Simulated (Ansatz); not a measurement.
## Ca2Ti3O8: ⁴³Ca NMR of the central transition

Cell: a computed structure from the Materials Project (it need not be an observed phase).

Space group C2/m (No. 12); a = 11.1537, b = 6.0799, c = 5.0618 Å, β = 110.49°.

| site | Wyckoff | site symmetry | x | y | z |
| --- | --- | --- | --- | --- | --- |
| Ca | 4i | m | 0.7255 | 0.0000 | 0.6621 |
| Ti3 | 2c | 2/m | 0.0000 | 0.0000 | 0.5000 |
| Ti4 | 4g | 2 | 0.5000 | 0.2343 | 0.0000 |
| O6 | 4i | m | 0.3962 | 0.0000 | 0.0477 |
| O8 | 4i | m | 0.9006 | 0.0000 | 0.0946 |
| O10 | 8j | 1 | 0.6037 | 0.7202 | 0.3933 |

One atom of each set is listed; the run and its k-mesh use a cell of 13 atoms with edges of 6.35, 6.35, 5.06 Å.

Computed with Ansatz: DFT, PBE, plane waves and PAW, scalar-relativistic, 420 eV cutoff, Γ-centred 5×5×5 k-points, Fermi–Dirac smearing 0.02 eV.

⁴³Ca has I = 7/2 and Q = -40.80 mb (Pyykkö 2018); at 7.05 T its Larmor frequency is ν₀ = 20.2 MHz. Only the quadrupole interaction is simulated: positions count from each site's isotropic chemical shift, and J coupling is left out, as are shift anisotropy and dipolar coupling, which fast spinning averages.

Task: Simulate the second-order pattern (fast magic-angle spinning, Gaussian broadening 0.09 kHz) of site Ca (6 O at 2.30–2.42 Å).

Result: The calculation gives C_Q = 2.57 MHz and η = 0.01, so ν_Q = 0.184 MHz and the centre of gravity lies at -41.2 ppm (-0.834 kHz).

```json
{"offset (kHz)": "-2.168", "height": "0"}
{"offset (kHz)": "-2.104", "height": "2"}
{"offset (kHz)": "-2.040", "height": "5"}
{"offset (kHz)": "-1.976", "height": "6"}
{"offset (kHz)": "-1.911", "height": "6"}
{"offset (kHz)": "-1.847", "height": "6"}
{"offset (kHz)": "-1.783", "height": "6"}
{"offset (kHz)": "-1.719", "height": "6"}
{"offset (kHz)": "-1.655", "height": "6"}
{"offset (kHz)": "-1.591", "height": "7"}
{"offset (kHz)": "-1.527", "height": "7"}
{"offset (kHz)": "-1.463", "height": "7"}
{"offset (kHz)": "-1.398", "height": "10"}
{"offset (kHz)": "-1.334", "height": "44"}
{"offset (kHz)": "-1.270", "height": "85"}
{"offset (kHz)": "-1.206", "height": "65"}
{"offset (kHz)": "-1.142", "height": "51"}
{"offset (kHz)": "-1.078", "height": "45"}
{"offset (kHz)": "-1.014", "height": "42"}
{"offset (kHz)": "-0.949", "height": "41"}
{"offset (kHz)": "-0.885", "height": "40"}
{"offset (kHz)": "-0.821", "height": "40"}
{"offset (kHz)": "-0.757", "height": "41"}
{"offset (kHz)": "-0.693", "height": "42"}
{"offset (kHz)": "-0.629", "height": "44"}
{"offset (kHz)": "-0.565", "height": "48"}
{"offset (kHz)": "-0.500", "height": "54"}
{"offset (kHz)": "-0.436", "height": "65"}
{"offset (kHz)": "-0.372", "height": "93"}
{"offset (kHz)": "-0.308", "height": "100"}
{"offset (kHz)": "-0.244", "height": "27"}
{"offset (kHz)": "-0.180", "height": "1"}
```
